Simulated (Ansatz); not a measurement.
Os (fcc, Cu type)

```cif
data_Os4
_chemical_formula_sum 'Os4'
_space_group_name_H-M_alt 'Fm-3m'
_space_group_IT_number 225
_space_group_name_Hall '-F 4 2 3'
_cell_length_a 3.82054
_cell_length_b 3.82054
_cell_length_c 3.82054
_cell_angle_alpha 90.000
_cell_angle_beta 90.000
_cell_angle_gamma 90.000
loop_
_atom_site_label
_atom_site_type_symbol
_atom_site_symmetry_multiplicity
_atom_site_Wyckoff_symbol
_atom_site_fract_x
_atom_site_fract_y
_atom_site_fract_z
_atom_site_occupancy
Os1 Os 4 a 0.00000 0.00000 0.00000 1
```
(The calculation used a cell of 1 atom; values per cell refer to that cell.)

Grid over V/V₀ and (c/a)/(c/a)₀, subscript 0 meaning the relaxed cell; the conventional c axis lies along z; no internal relaxation.

Calculation: PBEsol (plane waves to 420 eV, PAW, scalar-relativistic; Ansatz, a program for electronic structure). k mesh 21×21×21 (Γ-centred), Fermi-Dirac smearing 0.05 eV. E stands for the smeared free energy. With partly filled bands, the response to shear is sensitive to the k mesh, so small differences along c/a are uncertain. Os is run without spin polarisation. Os was relaxed with its symmetry unable to fall. Spin-orbit coupling is left out, though Os is heavy. This is one of several known forms of Os; the measured ambient cells at hand have space group No. 194. ΔE is measured from the relaxed starting cell.

```
ΔE (meV/atom)         V/V₀ = 0.960  V/V₀ = 0.980  V/V₀ = 1.000  V/V₀ = 1.020  V/V₀ = 1.040
--------------------  ------------  ------------  ------------  ------------  ------------
(c/a)/(c/a)₀ = 0.920           110            84            74            78            97
(c/a)/(c/a)₀ = 0.960           [?]           [?]            17           [?]            43
(c/a)/(c/a)₀ = 1.000            32             8             0             7           [?]
(c/a)/(c/a)₀ = 1.040           [?]           [?]            15            21            41
(c/a)/(c/a)₀ = 1.080            99            72            62            67            86
```

Complete the blanks.


- (c/a)/(c/a)₀ = 0.960, V/V₀ = 0.960: 50
- (c/a)/(c/a)₀ = 0.960, V/V₀ = 0.980: 25
- (c/a)/(c/a)₀ = 0.960, V/V₀ = 1.020: 23
- (c/a)/(c/a)₀ = 1.000, V/V₀ = 1.040: 27
- (c/a)/(c/a)₀ = 1.040, V/V₀ = 0.960: 48
- (c/a)/(c/a)₀ = 1.040, V/V₀ = 0.980: 23

(Under strain, the slope of the energy per volume gives the stress and its curvature an elastic modulus.)
